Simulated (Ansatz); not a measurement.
K2PtCl4:
```yaml
crystal:
  lattice:
    - [7.10398, 0.00000, 0.00000]
    - [0.00000, 7.10398, 0.00000]
    - [0.00000, 0.00000, 4.21440]
  atoms:
    - { symbol: K, position: [0.00000, 0.50000, 0.50000] }
    - { symbol: K, position: [0.50000, 0.00000, 0.50000] }
    - { symbol: Pt, position: [0.00000, 0.00000, 0.00000] }
    - { symbol: Cl, position: [0.22967, 0.77033, 0.00000] }
    - { symbol: Cl, position: [0.77033, 0.22967, 0.00000] }
    - { symbol: Cl, position: [0.22967, 0.22967, 0.00000] }
    - { symbol: Cl, position: [0.77033, 0.77033, 0.00000] }
```

Relaxed with HSE06.

Q: Give the Bader charges and basin volumes of the independent atoms, the program Ansatz at the HSE06 level (PAW).

A: 

```
atom  Bader charge (e)  Bader volume (Å³)
----  ----------------  -----------------
K1               +0.88               21.6
Pt3              +0.58               24.5
Cl4              -0.58               31.6
```

Space group P4/mmm. The workflow started from a Materials Project entry (that database holds measured and hypothetical structures alike); the Crystallography Open Database files this formula in space group No. 123, but the cells were not matched. Whether it is the stable phase at ambient conditions was not checked. The cell was relaxed with HSE06 under the symmetry of its start; whether a distortion lowers the energy is not shown. The run is not spin-polarised. Spin–orbit coupling is left out wherever it is not named.

Potentials: the later of the program's two PAW sets.
